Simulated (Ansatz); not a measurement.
## Nb (bcc)

Computed with Ansatz (plane waves, PAW, 420 eV cutoff): PBE with spin–orbit coupling, two-component spinors, Γ-centred 18×18×18 mesh, 0.05 eV Gaussian smearing; PAW files: Ansatz's generated set soft_2.

```xyz
1
Lattice="-1.6550 1.6550 1.6550 1.6550 -1.6550 1.6550 1.6550 1.6550 -1.6550" Properties=species:S:1:pos:R:3 pbc="T T T"
Nb    0.0000    0.0000    0.0000
```

The pressure at this geometry is 0.1 GPa.

Q: Which orbitals carry the states at the Fermi level, and how many states are there?

A: Within 0.1 eV of it: Nb 4d 89 %, Nb 5s 10 % (shares among the projected shells). The density of states at the Fermi level is about 1.6 states/eV per cell, averaged over 0.3 eV.

Density of states (tetrahedra, averaged over 0.3 eV; states/eV per cell of 1 atom; energy in eV from the Fermi level):

| E (eV) | DOS |
| --- | --- |
| -5.80 | 0.02 |
| -5.50 | 0.04 |
| -5.20 | 0.06 |
| -4.90 | 0.08 |
| -4.60 | 0.10 |
| -4.30 | 0.13 |
| -4.00 | 0.17 |
| -3.70 | 0.33 |
| -3.40 | 0.95 |
| -3.10 | 1.08 |
| -2.80 | 1.30 |
| -2.50 | 1.44 |
| -2.20 | 1.17 |
| -1.90 | 0.54 |
| -1.60 | 1.27 |
| -1.30 | 2.21 |
| -1.00 | 1.32 |
| -0.70 | 1.13 |
| -0.40 | 1.62 |
| -0.10 | 1.95 |
| 0.20 | 1.18 |
| 0.50 | 0.58 |
| 0.80 | 0.48 |
| 1.10 | 0.47 |
| 1.40 | 0.49 |
| 1.70 | 0.71 |
| 2.00 | 0.90 |
| 2.30 | 0.98 |
| 2.60 | 1.19 |
| 2.90 | 1.29 |
| 3.20 | 1.46 |
| 3.50 | 1.38 |
| 3.80 | 1.63 |
| 4.10 | 2.50 |

With 13 valence electrons in the calculation's cell and no magnetic order, the Kramers pairs of bands, two electrons each, can't all be full or empty: band theory demands a metal. (Only strong correlation, outside this picture, could make a Mott insulator of it.)
